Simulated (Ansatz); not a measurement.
TiP (space group P6_3/mmc)

```
CELL_PARAMETERS angstrom
      3.42732     0.00000     0.00000
     -1.71366     2.96814     0.00000
      0.00000     0.00000    11.51432
ATOMIC_POSITIONS crystal
  Ti 0.33333 0.66667 0.38384
  Ti 0.66667 0.33333 0.61616
  Ti 0.66667 0.33333 0.88384
  Ti 0.33333 0.66667 0.11616
  P  0.66667 0.33333 0.25000
  P  0.33333 0.66667 0.75000
  P  0.00000 0.00000 0.50000
  P  0.00000 0.00000 0.00000
```

The slice is a (-1 1 0 2) plane (indices of the conventional cell) through the point (0.333, 0.667, 0.750) (fractional), spanned by u = [110] and v = [1 -1 1] in vectors of this cell: u (3.43 Å) and v (12.95 Å, at 90° to u). It covers one period; positions are fractions (u, v).

These are LDA (plane waves to 420 eV, PAW, scalar-relativistic; Ansatz, a quantum-chemistry and plane-wave program) values and carry that method's errors. k mesh 16×16×4. Near the nuclei the fields are pseudised (PAW); where an atom keeps semicore shells as valence, they peak there. TiP is run without spin polarisation. TiP was relaxed with its symmetry unable to fall.

Task: Sketch the electrostatic potential energy of an electron, from the cell's mean on this plane as a map.

Result: 
```
|xxxx0055555500xx|
|222200xxxxxx0022|
|8855xxxxxxxxxx55|
|7744xxxxxxxxxx44|
|xxxx00xxxxxx00xx|
|xxxxxx666666xxxx|
|xxxx0066776600xx|
|xx00331100113300|
|887711xxxxxx1177|
|998811xxxxxx1188|
|7777662200226677|
|xx22667766776622|
|xxxx3322002233xx|
|222200xxxxxx0022|
|887711xxxxxx1177|
|9999550000005599|
|999955xxxxxx5599|
|6666xxxxxxxxxx66|
|111100xxxxxx0011|
|00113300xx003311|
|3355778888887755|
|1133778899887733|
|xxxx0077997700xx|
|xxxxxx779977xxxx|
```
Scale: ten equal steps from 3.00 (start of '0') to 11.15 (end of '9'), in the order '0123456789'. Values: electrostatic potential energy of an electron, from the cell's mean, in eV. The map has 8 points along u (two characters each, u = 0 at the left) and 24 along v (v = 0 in the bottom row). Points within 1 Å of a nucleus are blanked (x), as the pseudised field means little there. Values under 3 eV are set to 3. The zero, the cell's mean, hangs on the PAW cores.
